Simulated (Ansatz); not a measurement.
Nb (bcc (W type)), relaxed with PBEsol (Ansatz, a program for electronic structure, plane waves, PAW): a = 3.270 Å, b = 3.270 Å, c = 3.270 Å, α = 90.00°, β = 90.00°, γ = 90.00°.

```
Quantity              Value
--------------------  -----
B₀ by P(V) fit (GPa)    181
K_Hill (GPa)            183
G_Hill (GPa)           28.2
Θ_D (K)                 233
```

Problem. The same phase is relaxed and computed with r²SCAN in the same code. What are the cell and these values now?

Solution. a = b = c = 3.3024 Å, α = β = γ = 90.00°.

B₀ by P(V) fit (GPa): 172
K_Hill (GPa): 175
G_Hill (GPa): 23.7
Θ_D (K): 215

All cells were relaxed under the symmetry of their starts (and spin orders); stability against distortions was not tested throughout. Rows with no word on spin ran without spin polarisation. Scalar-relativistic: spin–orbit coupling is off unless named, which matters more the heavier the elements.

Potentials: the earlier of the program's two PAW sets.

Ansatz is a plane-wave DFT program.
